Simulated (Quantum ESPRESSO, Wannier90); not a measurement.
# KF (rock salt), plane waves to Wannier functions

Materials Project entry mp-463; symmetrised, unrelaxed at this level. COD (Crystallography Open Database) has an entry of this formula and space group (matched by these alone). Computed values, not measurements, from LDA: Quantum ESPRESSO (norm-conserving PseudoDojo potentials, cutoff 68 Ry, no spin polarisation, no spin-orbit coupling) on a Γ-centred 10×10×10 mesh, then Wannier90. Density: 10×10×10 mesh, cold smearing 0.01 Ry.

```
begin unit_cell_cart
ang
    0.0000000000    2.6544150000    2.6544150000
    2.6544150000    0.0000000000    2.6544150000
    2.6544150000    2.6544150000    0.0000000000
end unit_cell_cart
mp_grid = 10 10 10
```

Q: Which shells of neighbouring k-points and which b-vectors and weights does Wannier90 pick for this cell and mesh?

A: 
```
 *---------------------------------- K-MESH ----------------------------------*
 +----------------------------------------------------------------------------+
 |                    Distance to Nearest-Neighbour Shells                    |
 |                    ------------------------------------                    |
 |          Shell             Distance (Ang^-1)          Multiplicity         |
 |          -----             -----------------          ------------         |
 |             1                   0.204994                      8            |
 |             2                   0.236707                      6            |
 |             3                   0.334754                     12            |
 |             4                   0.392534                     24            |
 |             5                   0.409988                      8            |
 |             6                   0.473414                      6            |
 |             7                   0.515891                     24            |
 |             8                   0.529293                     24            |
       ... (lines left out)
 +----------------------------------------------------------------------------+
 | The b-vectors are chosen automatically                                     |
 | The following shells are used:                       1                     |
 +----------------------------------------------------------------------------+
 |                        Shell   # Nearest-Neighbours                        |
 |                        -----   --------------------                        |
 |                          1               8                                 |
 +----------------------------------------------------------------------------+
 | Completeness relation is fully satisfied [Eq. (B1), PRB 56, 12847 (1997)]  |
 +----------------------------------------------------------------------------+
 |                  b_k Vectors (Ang^-1) and Weights (Ang^2)                  |
 |                  ----------------------------------------                  |
 |            No.         b_k(x)      b_k(y)      b_k(z)        w_b           |
 |            ---        --------------------------------     --------        |
 |             1         0.118353    0.118353   -0.118353     8.923761        |
 |             2         0.118353   -0.118353    0.118353     8.923761        |
 |             3        -0.118353    0.118353    0.118353     8.923761        |
 |             4         0.118353    0.118353    0.118353     8.923761        |
 |             5        -0.118353   -0.118353    0.118353     8.923761        |
 |             6        -0.118353    0.118353   -0.118353     8.923761        |
 |             7         0.118353   -0.118353   -0.118353     8.923761        |
 |             8        -0.118353   -0.118353   -0.118353     8.923761        |
```
